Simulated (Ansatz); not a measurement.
The geometry is COD entry 1545302, unchecked; take it as a test cell. The listed cell was then made from it by scaling, straining or moving an atom.

Au: DFT, LDA, PAW with Ansatz's default frozen-core files, scalar-relativistic (Ansatz 0.2.0). What sets it apart from a plain run of this crystal: volume scaled by 0.99.

Command: `ansatz run input.yaml --threads 1 --pin off --max-ram 3072MiB --backend cpu --events-out ev --progress --plain --runs-dir out` The run took 4.2 s on 1 thread of Arm Neoverse V2 (shared host), peak memory 0.38 GiB.

```yaml
crystal:
  lattice:
    - [2.8902993466, 0.0, 0.0]
    - [-1.4451496733, 2.5030726588, 0.0]
    - [0.0, 0.0, 4.8636788079]
  atoms:
    - { symbol: Au, position: [0.3333333333, 0.6666666667, 0.75] }
    - { symbol: Au, position: [0.6666666667, 0.3333333333, 0.25] }
kpoints:
  mp_grid: { grid: [14, 14, 8] }
scf:
  occupations: { method: fermi_dirac, width: 0.03 }
hamiltonian:
  xc: lda
  pseudopotentials: { kind: paw }
output:
  forces: true
  stress: true
  eigenvalues: true
  efg: { contact_densities: true }
```

Output (standing set-up lines are left out):

```
Crystal: 2 atoms, lattice volume = 35.187 Å³
SCF iter   1: F=—  HF=-25729.825385 eV  |F-HF|=—  |Δ(HF+E_count)|=         —  Δρ=8.57e-3  dr2=1.74e-2  ethr=1.77e-3  ⟨swp⟩=5.2  Hψ=10653  notcnv=0
preconditioner: auto → Kerker (q_TF=auto, 2.763 Å⁻¹)  [metal: Δε(μ)=0.008 eV  Ē_g=10.663 eV  σ=0.030 eV  W_gap=0.07  n_scr=10 (ndim 8)  ℏωp=29.4 eV  f_vac=0.000  D(μ)=1.37/eV (n_scr^D=10)]
SCF iter   2: F=—  HF=-25729.821905 eV  |F-HF|=—  |Δ(HF+E_count)|=   3.48e-3  Δρ=4.02e-3  dr2=3.05e-3  ethr=4.57e-5  ⟨swp⟩=2.9  Hψ=5362  notcnv=0  defer=21
SCF iter   3: F=—  HF=-25729.820866 eV  |F-HF|=—  |Δ(HF+E_count)|=   1.04e-3  Δρ=7.10e-4  dr2=5.82e-5  ethr=8.01e-6  ⟨swp⟩=2.1  Hψ=3639  notcnv=0  defer=21
SCF iter   4: F=—  HF=-25729.820869 eV  |F-HF|=—  |Δ(HF+E_count)|=   2.69e-6  Δρ=8.94e-5  dr2=1.21e-6  ethr=1.53e-7  ⟨swp⟩=2.3  Hψ=4487  notcnv=0  defer=21
iter 5 did not close the SCF: its close was put off for the readings that it lacked (scf_convergence_deferred on its scf_iter line)
SCF iter   5: F=-25729.820869 eV  HF=-25729.820869 eV  |F-HF|=1.62e-8  |Δ(HF+E_count)|=   1.17e-7  Δρ=1.23e-5  dr2=4.68e-8  ethr=3.18e-9  ⟨swp⟩=2.9  Hψ=5610  notcnv=0  defer=21
SCF iter   6: F=-25729.820869 eV  HF=-25729.820869 eV  |F-HF|=9.09e-11  |Δ(HF+E_count)|=  4.37e-11  Δρ=1.65e-6  dr2=7.43e-10  ethr=1.23e-10  ⟨swp⟩=1.9  Hψ=9270  notcnv=0
SCF 1 converged in 6 iterations: F = -25729.820869 eV  dr2 = 7.43e-10
  greatest PAW one-centre occupation: 1.003 electrons in one spin orbital (limit 2), on the Au atom at site 1 (counted from 0), in its partial waves of l = 0
SCF converged after 6 iterations
Free energy (F): -25729.820869 eV
Harris-Foulkes:  -25729.820869 eV  (|F-HF|=9.09e-11)
Internal energy: -25729.816883 eV  (E = F + TS)
E sigma→0 (E₀):  -25729.818876 eV
Entropy (-TS):   -0.003985 eV (-1.993 meV/atom)
Fermi energy:    19.355250 eV
--- Per-component energies (eV) ---
  E_band       = -456.831016
  E_kinetic    = 1208.461733
  E_local      = -3516.804660  (includes V_loc(G=0)·N_el)
  E_nonlocal   = 162.895733
  E_hartree    = 1485.870709
  E_xc         = -452.603728
  E_vxc        = -548.953900  (∫ρ·V_xc dr)
  E_paw        = -18846.856439  (= ΣΔE_a)
  E_vpaw       = -734.175336  (= ΣTr[D̂ρ^β])
  E_aug_tail   = 0.002609  (compensation charges beyond the density's cutoff)
  E_ewald      = -5771.828276
  E_core_change = 1.045435  (= ΣΔE_core)
  E_smearing   = -0.003985  (= −TS)
  E_closure    = -0.000000  (closes the sum)
  Σ components = -25729.820869   (vs F -25729.820869, Δ=0.00e0)
--- Forces (eV/Å), atoms counted from 1 ---
  atom   1  Au    -0.00000000     0.00000000     0.00000000
  atom   2  Au     0.00000000    -0.00000000     0.00000000
  max |Σ_I F_I| component: 1.39e-17 eV/Å
--- Stress (GPa, compression-positive) ---
       -9.428729      -0.000000       0.000000
       -0.000000      -9.428729       0.000000
        0.000000       0.000000      -9.442080
  P = ⅓ Tr σ = -9.4332 GPa (-94.332 kbar)
--- PAW observables at the nuclei: V_zz in 10²¹ V/m², potentials from the cell's mean, atoms counted from 1 ---
  atom   1  Au V_zz =    +1.124428   η = 0.0000   by run symmetry: allowed
            electrostatic potential = -16462.286378 V   contact ρ = 13028689.757206 e/Å³
  atom   2  Au V_zz =    +1.124428   η = 0.0000   by run symmetry: allowed
            electrostatic potential = -16462.286378 V   contact ρ = 13028689.757206 e/Å³
--- Band table (eV; the first three rows and the last of 120) ---
  k-point 0: bands = ["-86.0977", "-86.0894", "-37.4967", "-37.3510", "-37.3510", "-37.3265", "-37.3265", "-37.3225", "9.7626", "12.2190", "14.6817", "14.9665", "14.9665", "15.2613", "15.2613", "15.9493", "15.9493", "17.2511", "17.2511", "18.3082", "21.8316", "33.9597", "34.9671"]
  k-point 1: bands = ["-86.0974", "-86.0897", "-37.4902", "-37.3501", "-37.3501", "-37.3292", "-37.3274", "-37.3274", "9.8881", "12.2083", "14.6531", "14.9391", "14.9391", "15.2253", "15.2253", "16.0405", "16.0405", "17.2316", "17.2316", "17.5062", "22.8820", "33.6366", "35.1809"]
  k-point 2: bands = ["-86.0965", "-86.0906", "-37.4714", "-37.3483", "-37.3474", "-37.3474", "-37.3301", "-37.3301", "10.2510", "12.1402", "14.5877", "14.8954", "14.8954", "15.1335", "15.1335", "16.2176", "16.2650", "16.2650", "17.1618", "17.1618", "24.9387", "33.0448", "34.9689"]
  k-point 119: bands = ["-86.0850", "-86.0850", "-37.4844", "-37.4844", "-37.4488", "-37.4488", "-37.3639", "-37.3639", "13.5868", "13.5868", "14.2802", "14.2802", "14.9316", "14.9316", "15.8438", "15.8438", "17.3134", "17.3134", "23.1210", "23.1210", "23.7922", "23.7922", "26.3064"]
```
